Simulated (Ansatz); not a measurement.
Tl$_{2}$InGaF$_{6}$:
```yaml
crystal:
  lattice:
    - [0.00000, 4.42840, 4.42840]
    - [4.42840, 0.00000, 4.42840]
    - [4.42840, 4.42840, 0.00000]
  atoms:
    - { symbol: Tl, position: [0.25000, 0.25000, 0.25000] }
    - { symbol: Tl, position: [0.75000, 0.75000, 0.75000] }
    - { symbol: In, position: [0.00000, 0.00000, 0.00000] }
    - { symbol: Ga, position: [0.50000, 0.50000, 0.50000] }
    - { symbol: F, position: [0.28625, 0.71375, 0.71375] }
    - { symbol: F, position: [0.71375, 0.28625, 0.28625] }
    - { symbol: F, position: [0.71375, 0.28625, 0.71375] }
    - { symbol: F, position: [0.28625, 0.71375, 0.28625] }
    - { symbol: F, position: [0.71375, 0.71375, 0.28625] }
    - { symbol: F, position: [0.28625, 0.28625, 0.71375] }
```

Relaxed with r²SCAN+D4.

Give the Bader charges and basin volumes of the independent atoms, r²SCAN+D4 in the plane-wave PAW code Ansatz.



| atom | Bader charge (e) | Bader volume (Å³) |
|---|---|---|
| Tl1 | +0.85 | 29.6 |
| In3 | +1.04 | 22.2 |
| Ga4 | +2.18 | 6.4 |
| F5 | -0.82 | 14.3 |

Space group Fm-3m. The workflow started from a Materials Project entry (that database holds measured and hypothetical structures alike); the Crystallography Open Database copy checked does not list it. Its standing as an ambient phase is unchecked. The r²SCAN+D4 relaxation kept the symmetry of its start; whether a distortion lowers the energy is not shown. Scalar-relativistic: spin–orbit coupling is off unless named, which matters more the heavier the elements.

Potentials: the later of the program's two PAW sets.
